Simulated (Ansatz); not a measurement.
Problem. Volume from PBE minus that from HSE06 (% of the latter), each on its own relaxed cell (Ansatz, an electronic-structure program, plane waves, PAW; no spin–orbit coupling, no Hubbard U), over 14 phases of the class «phosphides, arsenides and antimonides»: what sign and size do you expect?

Solution. Mean 2.9 %, median 3.0 %, mean absolute 2.9 %; eight in ten lie between 1.7 and 3.8 %, and 100 % are above zero.

Some cases that may be named, with their rank among the 14 from the lowest: BP, zinc blende 1.6 % (rank 2); AlP, zinc blende 1.8 % (rank 3); InP, zinc blende 2.9 % (rank 7); GaAs, zinc blende 3.3 % (rank 9); GaSb, zinc blende 3.7 % (rank 11); InAs, zinc blende 3.9 % (rank 13).

The phases are those computed here (of each formula those with measured values and the lowest at some level), not a balanced benchmark, and neither functional is the truth. Pairs that end in unlike spin orders or unlike minima (c/a over 6 % apart, 30 % for weakly bound crystals), magnets with 4f shells, solids of gases and phases set aside for tests are left out.

All cells were relaxed under the symmetry of their starts (and spin orders); stability against distortions was not tested throughout. Spin–orbit coupling is left out wherever it is not named.

Potentials: the later of the program's two PAW sets.

Ansatz is a plane-wave DFT program.
